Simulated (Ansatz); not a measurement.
VBiO$_{4}$:
```cif
data_BiO4V
_chemical_formula_sum 'V1 Bi1 O4'
_space_group_name_H-M_alt 'P 1'
_space_group_IT_number 1
_cell_length_a 4.74025
_cell_length_b 4.74025
_cell_length_c 5.26246
_cell_angle_alpha 62.993
_cell_angle_beta 117.007
_cell_angle_gamma 109.293
loop_
_space_group_symop_operation_xyz
  'x, y, z'
loop_
_atom_site_label
_atom_site_type_symbol
_atom_site_fract_x
_atom_site_fract_y
_atom_site_fract_z
_atom_site_occupancy
V1 V 0.36147 0.36147 0.00000 1
Bi1 Bi 0.92884 0.92884 0.50000 1
O1 O 0.06970 0.31223 0.66454 1
O2 O 0.73193 0.34591 0.04327 1
O3 O 0.34591 0.73193 0.95673 1
O4 O 0.31223 0.06970 0.33546 1
```

Relaxed with r²SCAN.

**Question.** Give the optical modes at the zone centre with their infrared activity from DFPT, DFT-r²SCAN in the program Ansatz with PAW potentials.

**Answer.** Transverse frequencies, without the LO–TO term; a row sums one degenerate level.

| ω (cm⁻¹) | degeneracy | IR ((D/Å)²/amu) | activity | symmetry |
|---|---|---|---|---|
| 129 | 1 | 17.05 | IR | B |
| 141 | 1 | 3.03 | IR | B |
| 164 | 1 | 1.40 | IR | A |
| 179 | 1 | 0.46 | IR | B |
| 232 | 1 | 5.95 | IR | B |
| 273 | 1 | 0.51 | IR | A |
| 285 | 1 | 1.37 | IR | A |
| 355 | 1 | 2.18 | IR | B |
| 371 | 1 | 1.70 | IR | A |
| 408 | 1 | 1.54 | IR | A |
| 442 | 1 | 7.21 | IR | B |
| 727 | 1 | 43.29 | IR | B |
| 770 | 1 | 34.40 | IR | A |
| 797 | 1 | 41.17 | IR | B |
| 861 | 1 | 0.26 | IR | A |

**Question.** How high does the top mode go among those that the LO–TO term moves?

**Answer.** 921 cm⁻¹ for q along x, 898 cm⁻¹ for q along y, 886 cm⁻¹ for q along z.

Space group C2. The first step of the workflow began from a Materials Project structure, measured or hypothetical; the Crystallography Open Database copy checked does not list it. It is not the phase usual at ambient conditions (space group No. 88). The cell was relaxed with r²SCAN under the symmetry of its start; of distortions, only those at the zone centre were tested. No spin polarisation was allowed. No Hubbard U is applied. Scalar-relativistic: spin–orbit coupling is off unless named, which matters more the heavier the elements.

Potentials: the later of the program's two PAW sets.
